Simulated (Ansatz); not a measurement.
Relaxed WSi2 (MoSi2 type, space group I4/mmm):

```yaml
crystal:
  lattice:
    - [-1.60615, 1.60615, 3.90288]
    - [1.60615, -1.60615, 3.90288]
    - [1.60615, 1.60615, -3.90288]
  atoms:
    - { symbol: W, position: [0.00000, 0.00000, 0.00000] }
    - { symbol: Si, position: [0.33486, 0.33486, 0.00000] }
    - { symbol: Si, position: [0.66514, 0.66514, 0.00000] }
```

The atoms are displaced by Q × the pattern below (from a DFPT mode at Γ, largest move 1; Q in Å), at fixed cell.

```
atom      x      y       z
----  -----  -----  ------
Si2   0.000  0.000  -1.000
Si3   0.000  0.000   1.000
```

Atoms not listed stay in place.

Level of theory: r2SCAN (plane waves to 500 eV, PAW, scalar-relativistic; Ansatz, an electronic-structure program). k mesh 20×20×20 (Γ-centred), Fermi-Dirac smearing 0.05 eV. The energy includes the smearing's −TS. With partly filled bands, energies and forces of such displacements shift with the k mesh and the smearing. Spin-orbit coupling is left out, though W is heavy. The PAW data are Ansatz's earlier set. WSi2 is run without spin polarisation. WSi2 was relaxed with its symmetry unable to fall. The zero of ΔE is the undisplaced structure. The last digit holds for this mesh only.

| Q (Å) | ΔE (meV/cell) |
|---|---|
| -0.2800 | 2335.8 |
| -0.2333 | withheld |
| -0.1867 | 901.5 |
| -0.1400 | 478.8 |
| -0.0933 | 202.7 |
| -0.0467 | 48.7 |
| 0.0000 | 0.0 |
| 0.0467 | 45.3 |
| 0.0933 | 176.2 |
| 0.1400 | 388.1 |
| 0.1867 | 679.1 |
| 0.2333 | 1046.1 |
| 0.2800 | 1490.8 |

Question: Fit a polynomial form (powers 2, 3, 4) to the given rows and predict ΔE at Q = -0.2333.

Answer: Least squares on the 12 given rows: ΔE = (21410)·Q² + (-18940)·Q³ + (38400)·Q⁴, in meV/cell with Q in Å; root-mean-square residual 6.79 meV/cell. At -0.2333 the fit gives 1519.6 meV/cell; the calculation gives 1505.1 meV/cell, so the interpolation is off by 14.5 (+1.0 %). The quadratic term alone would give 1165.3 meV/cell.

(A displaced cell: forces are minus the slopes of the energy, force constants its curvatures, and phonons follow from these.)
